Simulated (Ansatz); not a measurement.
B13C2:
```cif
data_C6B39
_chemical_formula_sum 'B39 C6'
_space_group_name_H-M_alt 'R-3m :H'
_space_group_IT_number 166
_space_group_name_Hall '-R 3 2"'
_cell_length_a 5.64761
_cell_length_b 5.64761
_cell_length_c 12.08694
_cell_angle_alpha 90.000
_cell_angle_beta 90.000
_cell_angle_gamma 120.000
loop_
_atom_site_label
_atom_site_type_symbol
_atom_site_symmetry_multiplicity
_atom_site_Wyckoff_symbol
_atom_site_fract_x
_atom_site_fract_y
_atom_site_fract_z
_atom_site_occupancy
B1 B 3 b 0.00000 0.00000 0.50000 1
B2 B 18 h 0.17173 0.34345 0.02487 1
B3 B 18 h 0.21040 0.10520 0.11310 1
C1 C 6 c 0.00000 0.00000 0.38119 1
```
(The calculation used a cell of 15 atoms; values per cell refer to that cell.)

Relaxed at zero pressure with the program Ansatz at the r²SCAN level (PAW).

Q: The volume is lowered by 6 % and shape and atoms relax at that volume. What pressure results, and how do the axes share the change?

A: 15.7 GPa; a -1.9 %, b -1.9 %, c -2.4 %; the energy rises by 21 meV/atom.

Q: Give the new structure.

A: 
Space group R-3m, hexagonal axes (No. 166); a = 5.5423 Å, b = 5.5423 Å, c = 11.7977 Å, α = 90.00°, β = 90.00°, γ = 120.00°

```csv
atom,site,symmetry,x,y,z
B,3b,-3m,0.0000,0.0000,0.5000
B,18h,.m,0.1717,0.3434,0.0250
B,18h,.m,0.2107,0.1053,0.1141
C,6c,3m,0.0000,0.0000,0.3795
```

The phase is kept; no other phase was compared at this pressure.

The workflow started from a Materials Project entry (that database holds measured and hypothetical structures alike); the Crystallography Open Database copy checked does not list it. Whether it is the stable phase at ambient conditions was not checked. The r²SCAN relaxation kept the symmetry of its start; its stability against distortions is not shown here.

Potentials: the later of the program's two PAW sets.
